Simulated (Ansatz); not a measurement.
Data:

CsPbBr3:
```
CELL_PARAMETERS angstrom
      8.37639     0.00000     0.00000
      0.00000    11.50240     0.00000
      0.00000     0.00000     7.56789
ATOMIC_POSITIONS crystal
  Pb 0.00000 0.50000 0.00000
  Pb 0.50000 0.50000 0.50000
  Pb 0.50000 0.00000 0.50000
  Pb 0.00000 0.00000 0.00000
  Cs 0.58438 0.25000 0.03389
  Cs 0.91562 0.75000 0.53389
  Cs 0.08438 0.25000 0.46611
  Cs 0.41562 0.75000 0.96611
  Br 0.30860 0.46098 0.17891
  Br 0.19140 0.53902 0.67891
  Br 0.80860 0.03902 0.32109
  Br 0.69140 0.96098 0.82109
  Br 0.69140 0.53902 0.82109
  Br 0.80860 0.46098 0.32109
  Br 0.19140 0.96098 0.67891
  Br 0.30860 0.03902 0.17891
  Br 0.00677 0.75000 0.07452
  Br 0.49323 0.25000 0.57452
  Br 0.50677 0.75000 0.42548
  Br 0.99323 0.25000 0.92548
```

This is the LDA-relaxed structure.

Question: All from plane-wave PAW LDA (Ansatz code), unless another level is named. Predict the band gap.

Answer: 1.71 eV (direct).

Question: Next, the electron effective mass?

Answer: 0.21, 0.27, 0.94 mₑ (principal values).

Question: What about the hole effective mass?

Answer: 0.18, 0.26, 0.26 mₑ (principal values).

Space group Pnma. Symmetry was held in the LDA relaxation. Spin–orbit coupling is left out wherever it is not named.

Potentials: the later of the program's two PAW sets.
